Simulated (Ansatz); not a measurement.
Here is an unrelaxed guess for Al₅GaN₆.

```
CELL_PARAMETERS angstrom
2.36312 -7.08935 0.00000
2.36312 7.08935 0.00000
0.00000 0.00000 4.72624
ATOMIC_POSITIONS crystal
Al 0.33333 0.66667 0.00000
Al 0.83333 0.16667 0.50000
Al 0.66667 0.33333 0.00000
Al 0.16667 0.83333 0.50000
Al 0.00000 0.00000 0.00000
Ga 0.50000 0.50000 0.50000
N 0.66667 0.33333 0.50000
N 0.16667 0.83333 0.00000
N 0.00000 0.00000 0.50000
N 0.50000 0.50000 0.00000
N 0.33333 0.66667 0.50000
N 0.83333 0.16667 0.00000
```

Method: DFT PBE, scalar-relativistic, plane waves, PAW (Ansatz). Plane waves to 420 eV, a k mesh through Γ of 4×4×4 on the computed 12-atom cell and Gaussian smearing (0.10 eV); no spin polarisation.

The zero of energy is the elements' standard structures at the same level (N₂ as a molecule); no fitted shifts are applied.

Question: What does a single point on this coarse mesh give?

Answer: The pressure is -41.7 GPa (the mean over three directions, positive in compression), the largest force is 0.40 eV/Å, and the energy is −0.11 eV/atom against the elements. The shortest distance is 2.36 Å.

Question: Is it a good guess?

Answer: A rough one: relaxing gains about 0.87 eV/atom in 13 ionic steps and ends at −0.974 eV/atom on the finer mesh. The symmetry stays Cmmm (No. 65). The volume per atom shrinks by 34.4 %, from 13.2 to 8.7 Å³. The shortest distance goes from 2.36 Å (Al–N and Ga–N) to 2.01 Å (Al–N). Conventional cell: a = 4.107 Å, b = 12.325 Å, c = 4.105 Å. Al on a site of symmetry m2m has 6 N at 2.05–2.07 Å; Ga has 6 N at 2.05–2.10 Å; N on a site of symmetry m2m is surrounded by 5 Al at 2.01–2.05 Å and 1 Ga at 2.10 Å; 5 more sites not described.

The last run used a 6×6×6 mesh for its 12-atom cell and Gaussian smearing of 0.02 eV. The relaxation can't lower the symmetry of the start, and the grade says only how near the guess is to its own end. A structure relaxed within its symmetry needn't be a true minimum.
